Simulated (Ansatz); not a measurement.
# Calculated 127I NMR of the central transition for MgI2

Cell: a refined structure from the COD, ions relaxed with PBE at fixed cell.

```cif
data_structure
_symmetry_space_group_name_H-M 'P 1'
_symmetry_Int_Tables_number 1
_cell_length_a 4.1537
_cell_length_b 4.1537
_cell_length_c 6.8620
_cell_angle_alpha 90.000
_cell_angle_beta 90.000
_cell_angle_gamma 120.000
_cell_volume 102.53
loop_
_atom_site_label
_atom_site_type_symbol
_atom_site_fract_x
_atom_site_fract_y
_atom_site_fract_z
_atom_site_occupancy
Mg1 Mg 0.00000 0.00000 0.00000 1
I2 I 0.33333 0.66667 0.75661 1
I3 I 0.66667 0.33333 0.24339 1
```

Atoms are numbered from 1 in the order listed; like atoms form one site, named after its first atom.

All values are calculated (Ansatz; DFT, PBE, plane waves and PAW, scalar-relativistic, 420 eV cutoff, Γ-centred 8×8×4 k-points, Fermi–Dirac smearing 0.02 eV), not measured.

127I has I = 5/2 and Q = -688.2 mb (Pyykkö 2018); at 16.4 T its Larmor frequency is ν₀ = 140.7 MHz (from the bare nuclear moment; shielding lowers the observed one by a per cent or two). Only the quadrupole interaction is simulated: positions count from each site's isotropic chemical shift, and shift anisotropy, dipolar and J coupling are left out.

Simulated pattern of one I site (static powder, Gaussian broadening 30 kHz):

| offset (kHz) | height |
| --- | --- |
| -947.6 | 0 |
| -908.6 | 0 |
| -869.7 | 66 |
| -830.7 | 100 |
| -791.8 | 60 |
| -752.8 | 48 |
| -713.9 | 41 |
| -674.9 | 36 |
| -636.0 | 34 |
| -597.0 | 32 |
| -558.1 | 30 |
| -519.1 | 28 |
| -480.2 | 28 |
| -441.2 | 26 |
| -402.3 | 26 |
| -363.3 | 25 |
| -324.4 | 25 |
| -285.4 | 24 |
| -246.5 | 24 |
| -207.5 | 24 |
| -168.6 | 23 |
| -129.6 | 24 |
| -90.7 | 23 |
| -51.7 | 24 |
| -12.8 | 23 |
| 26.2 | 18 |
| 65.1 | 19 |
| 104.1 | 19 |
| 143.0 | 20 |
| 182.0 | 21 |
| 220.9 | 22 |
| 259.9 | 23 |
| 298.8 | 26 |
| 337.8 | 29 |
| 376.7 | 33 |
| 415.7 | 42 |
| 454.6 | 71 |
| 493.6 | 47 |
| 532.5 | 0 |
| 571.5 | 0 |

Problem. Which |C_Q| and η does the pattern imply?

Solution. The pattern spans 1343 kHz before broadening and its centre of gravity is at -258 kHz, which fixes P_Q; the places of the horns and steps fix η. That gives P_Q = 77.8 MHz, |C_Q| = 77.8 MHz and η = 0.00. The sign of C_Q can't be read from the pattern.

An axis of threefold or higher order runs through I, so V_zz lies along it and η is zero.

Without spin–orbit coupling the gradients at and beside I can be off by some per cent, at some sites by more.

The relaxation (3 steps) took 13 s of wall time (13 s of CPU time) and 0.43 GiB at its peak, on 1 thread of Arm Neoverse V2 (aarch64; 8 cores open to the job, memory cap 3.0 GiB, no GPU), a shared host with a load of 0.5 a core.
